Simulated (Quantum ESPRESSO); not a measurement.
AlSi3C3N (made-up cell) (calculated)

Computed with Quantum ESPRESSO 7.5. Calculation on a made-up crystal cell, not a measurement, rerun at a higher cutoff and a denser mesh: periodic Kohn-Sham density functional theory in plane waves with PseudoDojo standard norm-conserving scalar-relativistic pseudopotentials, each functional with its own files (v0.5 for PBE, v0.4.1 for LDA and PBEsol), no spin polarisation, no spin-orbit coupling, atoms not relaxed, stress positive in tension, energies less a fixed whole-eV offset for each atom's element; levels are Kohn-Sham levels at fractions of this cell's reciprocal vectors, counted from the reference band (half the neutral cell's valence electrons, rounded up) at Gamma; error bars give the change to or from the runs named with them, not the error of the files; each bar is the largest change over components, and at least 0.002 eV, 0.002 eV per angstrom or 0.02 GPa; energies are for the whole cell, and the offsets were chosen from early runs and are not element reference energies.

```json
{"formula": "AlSi3C3N", "kind": "made-up cell", "structure": {"cell_angstrom": [[3.087, -0.0047, -0.0068], [-0.0081, 5.3525, 0.0322], [-0.0111, 0.0304, 4.9855]], "atoms_fractional": [["Al", 0.00781, 0.01227, -0.00737], ["Si", 0.53211, 0.52249, -0.03757], ["Si", 0.54162, 0.14588, 0.51375], ["Si", -0.03197, 0.65496, 0.48641], ["N", -0.03476, -0.00492, 0.38025], ["C", 0.51897, 0.4765, 0.37821], ["C", 0.49796, 0.18012, 0.90617], ["C", 0.03838, 0.65724, 0.87815]]}, "given": {"lattice_type": "wurtzite", "functional": "pbe", "cutoff [eV]": 1437, "fermi_dirac_smearing [eV]": 0.025, "scf_tolerance [eV]": 1e-07, "electrons_removed": 0, "k_mesh": "8 x 6 x 6, shifted by half a step", "atom_site": [1, 2, 3, 4, 5, 6, 7, 8], "atom_energy_offset [eV]": [-64, -115, -115, -115, -283, -163, -163, -163]}, "results": {"free_energy_less_offsets [eV]": -2.186, "scf_iterations": 12, "smearing_term_minus_ts [eV]": 0.0, "pressure [GPa]": 11.11, "stress_xx [GPa]": -22.83, "stress_yy [GPa]": -8.308, "stress_zz [GPa]": -2.199, "stress_yz [GPa]": 1.856, "stress_xz [GPa]": 0.3948, "stress_xy [GPa]": -0.6664, "force_site": [1, 2, 3, 4, 5, 6, 7, 8], "force_x [eV/angstrom]": [-0.7302, 0.3111, -3.029, 3.085, 2.686, -2.217, 1.307, -1.414], "force_y [eV/angstrom]": [-1.263, -3.519, 2.628, -0.07565, -2.296, 1.066, 0.9051, 2.555], "force_z [eV/angstrom]": [0.5145, 2.831, 2.195, 1.516, 0.3575, -1.351, -3.796, -2.267], "reference_band": 16, "level_k_point": ["Gamma", "(1/2,1/2,1/2)", "(0.15,0,0)", "(0,0.15,0)", "(0,0,0.15)"], "next_band_up [eV]": [1.482, 1.953, 2.55, 1.66, 1.575], "error_bar_energy [eV]": 0.002, "error_bar_stress [GPa]": 0.07052, "error_bar_force [eV/angstrom]": 0.004767, "error_bar_next_band_up [eV]": 0.002, "error_bars_from": "change from the looser run of this cell"}}
```
